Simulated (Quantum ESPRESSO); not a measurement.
Different elements on one site among Ga Mo Pt Sn Ta

Calculated results; nothing here was measured. They come from Quantum ESPRESSO 7.5, a public plane-wave density functional program. Each row is one single-point run on a made-up periodic cell of eight metal atoms, with elements, volume, strain and displacements drawn at random and not relaxed, so a cell may be unstable or far from any real phase. There is no spin polarisation or spin-orbit coupling.

Settings: PBE unless stated; PseudoDojo standard norm-conserving files; Fermi-Dirac width 0.25 eV, which means electrons at about 2900 K; cutoff 1143 eV; 4 x 5 x 5 k mesh shifted half a step off Gamma. E is the free energy of the whole cell (internal energy minus TS), so a -TS column is already part of it. Stress is positive in tension, and the pressure P is minus a third of its trace.

Checks: one run of this series was repeated at a higher cutoff and on a denser mesh, which moved values by no more than 0.002 eV, 0.04 GPa and 0.011 eV/Å, and a second program with other atomic files agreed on it to 2 % rms in force and 0.5 GPa in pressure. Known limits: the tin pseudopotential is less sure than most, with forces differing by about three percent from a second method on plain tin; heavy elements are run without spin-orbit coupling, which real alloys of them have; a spin test at this wide smearing found no moment, but such smearing suppresses magnetism that the real alloy may have.

The lattice is hexagonal close-packed, and the cell vectors in Å are (0.047, 5.450, -0.073); (3.117, -0.039, 4.919); (3.159, 0.093, -4.946), a volume of 168.67 Å³. The elements on sites 1 to 8 are Ta Ga Ta Pt X Sn Mo Sn. The runs change X and keep the cell and the displaced positions. The column v is a rough volume for each atom of the pure element, close to PBE values, from general knowledge and not from these runs. Energies are left out, as each element's file has its own zero.

```
run,X,v (Å³),-TS (eV),force on X (eV/Å),rms force (eV/Å),P (GPa)
1,Li,20.3,-1.443,0.803,0.503,-13.74
2,In,27.5,?,?,?,?
3,Pt,15.6,-1.498,0.399,0.410,-15.95
4,Sn,27.9,-1.419,2.331,0.744,-8.75
5,Ti,17.3,-1.788,0.887,0.493,-13.71
```

## Worked fit

A straight line through the runs shown gives P = -24.1 + 0.544 v GPa with v in Å³, an error of 0.094 on the slope and a scatter of 0.88 GPa. At this fixed volume the pressure tends to rise with the size of X.

## Withheld run

Question: what pressure should run 2, with In, give?

The fit gives -9.14 ± 1.20 GPa. The calculation gave -9.46 GPa.
